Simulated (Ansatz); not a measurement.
PbS:
```
PbS
1.0
   -2.06692     2.06692     2.92087
    2.06692    -2.06692     2.92087
    2.06692     2.06692    -2.92087
Pb S
1 1
Direct
  0.00000   0.00000   0.00000
  0.50000   0.50000   0.00000
```

Relaxed with LDA.

**Question.** List the phonon frequencies at the special points (DFPT on a 4×4×4 q-mesh, Fourier-interpolated; DFT-LDA in the program Ansatz with PAW potentials).

**Answer.** In cm⁻¹; no LO–TO term at Γ, as the run had none.

```tsv
q	frequencies
Γ	47i 47i 45i 0 0 0
X	99i 38 38 63 107 108
P	56 56 75 124 124 209
N	56 56 109 204 205 238
M	97i 37 37 63 107 107
S	46 57 70 88 156 185
S0	46 57 70 88 156 185
R	56 57 74 124 125 208
G	56 57 74 124 125 208
```

Space group Fm-3m (rock salt). The LDA relaxation kept the symmetry of its start. At this level the phase is dynamically unstable (imaginary phonons). Point labels and valley counts follow the cell and symmetry of the run, lower than the named group. Scalar-relativistic: spin–orbit coupling is off unless named, which matters more the heavier the elements.

Potentials: the earlier of the program's two PAW sets. The files were generated under PBE; for other functionals the program regenerates the frozen cores, and for LDA and PBEsol the local potential too.
